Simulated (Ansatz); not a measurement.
Cd$_{2}$SnO$_{4}$ in space group Pbam (No. 55; Cd on 4h, Sn on 2a, O on 4g, O on 4h), the program Ansatz at the PBEsol level (PAW), all energies at zero smearing, with the estimated change up to a 700 eV cutoff added, with one set of potentials and settings (totals compare only within such a set). Cell of 14 atoms (4 Cd, 2 Sn, 8 O): -49121.560 eV.

```tsv
element	reference phase	E (eV/atom)
Cd	P6_3/mmc, 2 atoms in the cell	-8184.0667
Sn	I4_1/amd, 2 atoms in the cell	-5949.7830
O	C2/m, 4 atoms in the cell, spin-polarised	-558.3554
```

Formation energy per atom, worked out: (-49121.560 − 4×(-8184.0667) − 2×(-5949.7830) − 8×(-558.3554))/14 = -1.349 eV/atom (-130 kJ per mol of atoms), at 0 K, without zero-point energy or fitted corrections.

The first step of the workflow began from a Materials Project structure, measured or hypothetical; the Crystallography Open Database files this formula in space group No. 55, but the cells were not matched. Whether it is the stable phase at ambient conditions was not checked. The PBEsol relaxation kept the symmetry of its start; its stability against distortions is not shown here. The references are the lowest solids computed at this level, not always the standard phases (solids in place of the gases). Spin–orbit coupling is left out wherever it is not named.

Potentials: the later of the program's two PAW sets.
